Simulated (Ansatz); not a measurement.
A crystal of cell content C12H12Br2N2 at more than one level of theory

Plane-wave PAW calculations in Ansatz, scalar-relativistic unless spin-orbit coupling is named; Γ-centred meshes, relaxations with the symmetry kept. Pressure is positive in compression. No spin polarisation at the first level.

Cutoff 420 eV; k points 4×4×4 on the computed 28-atom cell (Γ-centred); Gaussian smearing, width 0.02 eV; no spin polarisation.

Structure relaxed with PBE+D3(BJ):

```
H C Br N
1.0
     6.10530    0.00000    0.04680
     0.00000    6.57250    0.00000
    -0.41228    0.00000    7.85594
H C Br N
12 12 2 2
Direct
  0.76541 0.25000 0.11087
  0.23459 0.75000 0.88913
  0.98858 0.25000 0.38500
  0.01142 0.75000 0.61500
  0.38266 0.25000 0.64692
  0.61734 0.75000 0.35308
  0.71849 0.25000 0.81382
  0.28151 0.75000 0.18618
  0.93459 0.11479 0.72061
  0.06541 0.61479 0.27939
  0.06541 0.88521 0.27939
  0.93459 0.38521 0.72061
  0.45920 0.25000 0.24135
  0.54080 0.75000 0.75865
  0.68679 0.25000 0.23220
  0.31321 0.75000 0.76780
  0.80920 0.25000 0.38566
  0.19080 0.75000 0.61434
  0.70326 0.25000 0.54023
  0.29674 0.75000 0.45977
  0.47450 0.25000 0.53086
  0.52550 0.75000 0.46914
  0.82931 0.25000 0.70803
  0.17069 0.75000 0.29197
  0.28043 0.25000 0.03257
  0.71957 0.75000 0.96743
  0.35385 0.25000 0.38359
  0.64615 0.75000 0.61641
```

Question: What changes with PBE (relaxed anew)?

Answer:
```
     level cell cutoff (eV) k mesh primitive cell V (Å³/atom) P (GPa; residual where relaxed) gap on mesh (eV)
PBE+D3(BJ) relaxed          420   4×4×4  a = 6.11 Å, b = 6.57 Å, c = 7.87 Å, α = 90.00°, β = 92.56°, γ = 90.00°         11.3                             0.00              3.71
       PBE  relaxed          420   4×4×4  a = 6.34 Å, b = 7.79 Å, c = 8.47 Å, α = 90.00°, β = 92.83°, γ = 90.00°         14.9                             0.01              3.78
```

The volumes differ by 32 %: in a crystal of weakly bound units the cell follows the treatment of dispersion, and a level without it swells.

The start is a cell measured at 120 K (doi:10.1107/S2414314616000900), with 11.43 Å³ an atom; a static calculation leaves out thermal expansion, so the difference isn't the functional's error alone.

Cost: 2 runs of about 52 core-minutes in all, on Arm Neoverse V1 (shared hosts).